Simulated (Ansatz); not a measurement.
Computed with DFT PBE, scalar-relativistic, plane waves, PAW in Ansatz. Settings: cutoff 420 eV, Γ-centred meshes spaced at most about 0.3 Å⁻¹, and about 0.25 Å⁻¹ or finer for metals (2π included), Gaussian smearing. No spin polarisation in the final relaxations.

These are static total energies at zero pressure.

Two relaxed structures of MgSnO₄:

A.

Space group P4/mmm (No. 123). a = 5.842 Å, b = 5.842 Å, c = 3.043 Å, α = 90.00°, β = 90.00°, γ = 90.00°
```csv
atom,site,symmetry,x,y,z
Mg,1d,4/mmm,0.5000,0.5000,0.5000
Sn,1a,4/mmm,0.0000,0.0000,0.0000
O,4l,m2m.,0.3823,0.0000,0.0000
```

B.

Space group F-43m (No. 216). a = 6.527 Å, b = 6.527 Å, c = 6.527 Å, α = 90.00°, β = 90.00°, γ = 90.00°
| atom | site | symmetry | x | y | z |
| --- | --- | --- | --- | --- | --- |
| Mg | 4a | -43m | 0.0000 | 0.0000 | 0.0000 |
| Sn | 4c | -43m | 0.2500 | 0.2500 | 0.2500 |
| O | 16e | .3m | 0.3762 | 0.1238 | 0.8762 |

Task: Which is lower in energy, and by how much?

Result: A is lower, by 0.32 eV/atom. A has space group P4/mmm (No. 123), 17.3 Å³/atom and no gap on its mesh; B has space group F-43m (No. 216), 11.6 Å³/atom and no gap. Counting O atoms around Mg and Sn (those within 1.25 times the shortest such distance or 1.15 times the sum of covalent radii; the shortest distance is added where it exceeds 1.18 times the sum of covalent radii), A has Mg 16 from 3.4 Å, Sn 4 and B has Mg 12 from 2.7 Å, Sn 12 from 2.7 Å. A holds O–O pairs (shortest 1.37 Å, as in superoxide); in B the shortest O–O distance is 2.28 Å. The lower one is the more open, so pressure narrows the difference. Even the lower one lies +0.13 eV/atom against the reference forms of the elements (uncorrected), a margin that errors in the energy of the gaseous reference can exceed. Both come from invented guesses. A third cell relaxed alike, in Cmmm, lies 1.38 eV/atom below the lower of the two.

Cells relaxed within their symmetry can be saddle points.
